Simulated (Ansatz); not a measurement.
Hg:
```
Hg
1.0
   -2.93549     2.93549     1.55612
    2.93549    -2.93549     1.55612
    2.93549     2.93549    -1.55612
Hg
2
Cartesian
  0.00000   2.93549   0.77806
  0.00000   0.00000   0.00000
```

Relaxed with r²SCAN. Special points in fractions of this cell's reciprocal vectors: Γ (0.000, 0.000, 0.000); X (0.000, 0.000, 0.500); M (-0.500, 0.500, 0.500); Z (0.320, 0.320, -0.320); Z0 (-0.320, 0.680, 0.320); P (0.250, 0.250, 0.250); N (0.000, 0.500, 0.000).

List the band energies nearest the Fermi level at these points for DFT-r²SCAN in the program Ansatz with PAW potentials.

In eV from the Fermi level; about four levels below and three above (degenerate sets whole), none deeper than 8.9 eV; … stands for higher levels left out; points with the same levels are listed once.

| k | below | above |
|---|---|---|
| Γ | -6.75 -6.75 -6.37 -5.93 | 1.01 1.87 1.87 |
| X | -6.52 -6.52 -5.58 -5.58 | 5.63 5.63 6.15 6.15 |
| M | -2.92 -2.92 -1.60 -1.60 | 10.87 10.87 … |
| Z | -6.63 -6.39 -2.02 -1.34 | 1.22 1.36 1.36 |
| P | -6.29 -6.29 -1.56 -1.56 | 0.35 0.35 8.84 8.84 |
| N | -6.39 -6.14 -2.33 -1.68 | 2.33 2.45 3.39 |

Space group I4_1/amd (β-Sn type). The first step of the workflow began from a Materials Project structure, measured or hypothetical; the Crystallography Open Database copy checked does not list it. It is not the usual solid phase (space group No. 166). The cell was relaxed with r²SCAN under the symmetry of its start; whether a distortion lowers the energy is not shown. The substance is a gas or liquid at ambient conditions. Spin–orbit coupling is left out wherever it is not named.

Potentials: the later of the program's two PAW sets.
